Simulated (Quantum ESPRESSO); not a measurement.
# Strain and stress in Si6NAl

These are calculations, not measurements. They come from pw.x of Quantum ESPRESSO 7.5, a plane-wave density functional program, with PseudoDojo standard norm-conserving files (v0.5 for PBE, v0.4.1 for LDA and PBEsol). The cells are made up: elements, strain and atom displacements were drawn at random, and nothing was relaxed. There is no spin polarisation, spin-orbit coupling or dispersion term.

The cell has 8 sites of a zincblende or diamond lattice. Sites 1 to 4 hold Si Si N Si; sites 5 to 8 hold Si Si Si Al. Cell vectors in Å: (5.381, 0.066, 0.046); (0.066, 5.497, 0.054); (0.046, 0.054, 5.444). Settings: PBE, cutoff 1143 eV, 6 x 6 x 6 k mesh shifted by half a step, Fermi-Dirac smearing of 0.1 eV.

Each run adds the same linear strain along x, y and z to one cell, with the atoms carried along; the vectors above are those of run 3. Stress is positive in tension and P is minus a third of its trace. E is the free energy for each atom above the lowest run shown.

| run | strain (%) | s_xx (GPa) | s_yy (GPa) | s_zz (GPa) | s_xy (GPa) | P (GPa) | E (meV/atom) |
| --- | --- | --- | --- | --- | --- | --- | --- |
| 1 | -2.29 | -3.49 | -3.18 | -4.36 | 1.43 | 3.68 | 8.40 |
| 2 | -0.76 | 0.49 | 1.03 | -0.07 | 1.31 | -0.49 | 0.00 |
| 4 | 0.85 | 3.87 | 4.58 | 3.58 | 1.20 | -4.01 | 13.95 |
| 5 | 1.57 | 5.14 | 5.92 | 4.95 | 1.15 | -5.34 | 26.86 |
| 6 | 1.77 | 5.47 | 6.26 | 5.31 | 1.14 | -5.68 | 31.14 |
| 7 | 2.08 | 5.97 | 6.78 | 5.84 | 1.12 | -6.20 | 38.25 |
| 3 | 0.32 | ? | ? | ? | ? | ? | ? |

A rerun of one of these cells at 1437 eV and k mesh 8 x 8 x 8 moved values by no more than 0.002 eV in the cell's energy, 0.06 GPa in stress and 0.016 eV/Å in force.

## Worked fit

A parabola through the six runs shown gives P = -2.25 - 2.22 e + 0.160 e² GPa, with e in per cent and a scatter of 0.02 GPa. A linear strain of 1 % changes the volume by about 3 %, so the bulk modulus of this cell with clamped atoms is about 74 ± 1 GPa at e = 0. The error is the larger of the fit's own and the change that a cubic makes, rounded up.

## Withheld run

Question: what P should run 3 give?

The fit gives -2.94 GPa. The calculation gave -2.94 GPa.

```
run,strain (%),s_xx (GPa),s_yy (GPa),s_zz (GPa),s_xy (GPa),P (GPa),E (meV/atom)
3,0.32,2.85,3.50,2.47,1.24,-2.94,7.03
```